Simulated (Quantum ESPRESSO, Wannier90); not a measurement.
# WO₃ (ReO3 type): Wannier90 run

```
WO3
1.0
    3.80620     0.00000     0.00000
    0.00000     3.80620     0.00000
    0.00000     0.00000     3.80620
W O
1 3
Direct
  0.00000   0.00000   0.00000
  0.00000   0.00000   0.50000
  0.50000   0.00000   0.00000
  0.00000   0.50000   0.00000
```

Cell from Materials Project (mp-19390), symmetrised, no further relaxation. Not found in the COD (Crystallography Open Database) copy used, which has the formula in other groups; not checked further. Computed values, not measurements, from PBEsol: Quantum ESPRESSO (norm-conserving PseudoDojo potentials, cutoff 68 Ry, spinors with spin-orbit coupling) on a Γ-centred 6×6×6 mesh, then Wannier90. Density: 8×8×8 mesh, Gaussian smearing 0.01 Ry.

Valence charges of the files: W 14, O 6. 66 bands were computed.

Isolated groups of bands, relative to the valence-band maximum (bands from 33 on overlap up to the last one computed):

```csv
bands,from (eV),to (eV),filling,weight on atomic waves
1–2,-74.54,-74.54,filled,W 5s 97 %
3–4,-46.00,-45.98,filled,W 5p 98 %
5–8,-36.32,-36.20,filled,W 5p 96 %
9–14,-18.32,-15.99,filled,"O 2s 82 %, W 5d 10 %, W 6s 5 %"
15–32,-7.18,0.00,filled,"O 2p 80 %, W 5d 17 %"
```

Wanted is a model with the orbitals W d, O p, without the filled groups that are mainly made of other shells (semicore states, and anion s where it isn't named); all higher bands stay in for disentanglement.

Q: Give num_wann, exclude_bands and num_bands, and the number of electrons that the model holds.

A: Electrons: 1×14 + 3×6 = 32, which fill 32 bands.
num_wann = 2 × (1×5 + 3×3) = 28.
exclude_bands = 1-14, 14 bands, so num_bands = 66 − 14 = 52.
The model holds 32 − 1×14 = 18 electrons. With the window frozen to 1.92 eV it follows pw.x to 1.6 meV rms (states up to 1.4 eV relative to the valence-band maximum).
